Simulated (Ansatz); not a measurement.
input.yaml (Ansatz)

```yaml
crystal:
  lattice:
    - [-1.9215394333, 1.5788153131, 1.4084577044]
    - [1.5788153131, -1.9215394333, 1.4084577044]
    - [3.5586405414, 3.5586405414, -2.0361575582]
  atoms:
    - { symbol: Re, position: [0.9583635481, 0.0416364519, 1.0] }
    - { symbol: Re, position: [0.7916364519, 0.2083635481, 0.5] }
hamiltonian:
  xc: rpbe
  pseudopotentials:
    kind: paw
    azcp:
      Re: "pseudopotentials/Re.paw.azcp"
basis:
  ecutwfc: 420
  fft_grid_basis: typed
kpoints:
  mp_grid: { grid: [16, 16, 8], shift: [0, 0, 0] }
magnetization:
  spin_polarized: false
scf:
  occupations: { method: fermi_dirac, width: 0.1 }
  lower_state_search: "off"
output:
  stress: true
```

and its output:

```
Engine: ansatz 0.2.0, x86_64-unknown-linux-gnu
Pseudopotentials: kind: paw
Pseudopotential: Re, paw, valence charge 15, recommended cutoff 420 eV (normal) 
Functional definition: RPBE
  parameter kappa = 0.804
  parameter beta = 0.06672455060314922
  exchange = rpbe_x(kappa = kappa, mu = beta*pi^2/3)
  correlation = pbe_c(beta = beta)
Crystal: 2 atoms, lattice volume = 32.646 Å³
Basis set: ecut = 420 eV, 627 PW (Γ)
Bands: 19, of which v1, the nominal top of the filled ones, is band 15 counted from 1 (14 counted from 0)
Symmetry: 4 space group operations
Space group: C2/c (ITA 15), of the structure as read, at distance tolerance 3.2e-5 Å
k-points: 554 of 2048
Non-local potential: Re, projectors of the file, l = 0: 3, l = 1: 2, l = 2: 2, l = 3: 1
PAW form: soft (Blöchl's): semilocal exchange-correlation on the pseudo side does not see the compensation charge
PAW frozen core: Re, regenerated for the run's functional, and the local potential with it (the file was generated under x = pbe(κ = 0.804, μ = 0.2195149727645171), c = pbe(β = 0.06672455060314922))
PAW one-centre angular grid: Re, 590 points (default); XC on 64 Gauss nodes
Initial density: superposition of atomic densities (neutral atoms: chi_scale 0, normalization atom), corrected by the library's trained network
Initial wavefunctions: pseudopotential atomic-orbital guess
Functional: x = rpbe, c = pbe(β = 0.06672455060314922)
SCF iter   1: F=—  HF=-21761.858332 eV  |F-HF|=—  |Δ(HF+E_count)|=         —  Δρ=7.02e-3  dr2=5.56e-3  ethr=1.77e-3  ⟨swp⟩=4.9  Hψ=44606  notcnv=0
SCF iter   2: F=—  HF=-21761.861785 eV  |F-HF|=—  |Δ(HF+E_count)|=   3.45e-3  Δρ=4.23e-3  dr2=2.12e-3  ethr=1.85e-5  ⟨swp⟩=1.7  Hψ=17099  notcnv=0
SCF iter   3: F=—  HF=-21761.863323 eV  |F-HF|=—  |Δ(HF+E_count)|=   1.54e-3  Δρ=2.42e-4  dr2=7.03e-6  ethr=7.06e-6  ⟨swp⟩=2.1  Hψ=14591  notcnv=0
SCF iter   4: F=—  HF=-21761.863322 eV  |F-HF|=—  |Δ(HF+E_count)|=   1.20e-6  Δρ=5.39e-5  dr2=2.68e-7  ethr=2.34e-8  ⟨swp⟩=2.3  Hψ=16171  notcnv=0
iter 5 did not close the SCF: its close was put off for the readings that it lacked (scf_convergence_deferred on its scf_iter line)
SCF iter   5: F=-21761.863322 eV  HF=-21761.863322 eV  |F-HF|=8.69e-10  |Δ(HF+E_count)|=   1.65e-7  Δρ=6.88e-6  dr2=5.30e-9  ethr=8.92e-10  ⟨swp⟩=2.5  Hψ=17998  notcnv=0
SCF iter   6: F=-21761.863322 eV  HF=-21761.863322 eV  |F-HF|=7.28e-12  |Δ(HF+E_count)|=   1.06e-9  Δρ=1.31e-6  dr2=2.74e-10  ethr=1.77e-11  ⟨swp⟩=1.1  Hψ=31866  notcnv=0
SCF 1 converged in 6 iterations: F = -21761.863322 eV  dr2 = 2.74e-10
SCF converged after 6 iterations
Free energy (F): -21761.863322 eV
Harris-Foulkes:  -21761.863322 eV  (|F-HF|=7.28e-12)
Internal energy: -21761.801728 eV  (E = F + TS)
E sigma→0 (E₀):  -21761.832525 eV
Entropy (-TS):   -0.061593 eV (-30.797 meV/atom)
Fermi energy:    21.305573 eV
--- Per-component energies (eV) ---
  E_band       = -219.999032
  E_kinetic    = 1070.886944
  E_local      = -1685.267777  (includes V_loc(G=0)·N_el)
  E_nonlocal   = 96.154066
  E_hartree    = 592.620763
  E_xc         = -804.989180
  E_vxc        = -602.500025  (∫ρ·V_xc dr)
  E_paw        = -17342.422039  (= ΣΔE_a)
  E_vpaw       = -284.514072  (= ΣTr[D̂ρ^β])
  E_aug_tail   = -0.000122  (compensation charges beyond the density's cutoff)
  E_ewald      = -3688.748033
  E_core_change = -0.036350  (= ΣΔE_core)
  E_smearing   = -0.061593  (= −TS)
  E_closure    = 0.000000  (closes the sum)
  Σ components = -21761.863322   (vs F -21761.863322, Δ=0.00e0)
--- Stress (GPa, compression-positive) ---
      -22.749270      -0.185115       0.000190
       -0.185115     -22.749270       0.000190
        0.000190       0.000190     -22.666475
  P = ⅓ Tr σ = -22.7217 GPa (-227.217 kbar)
```
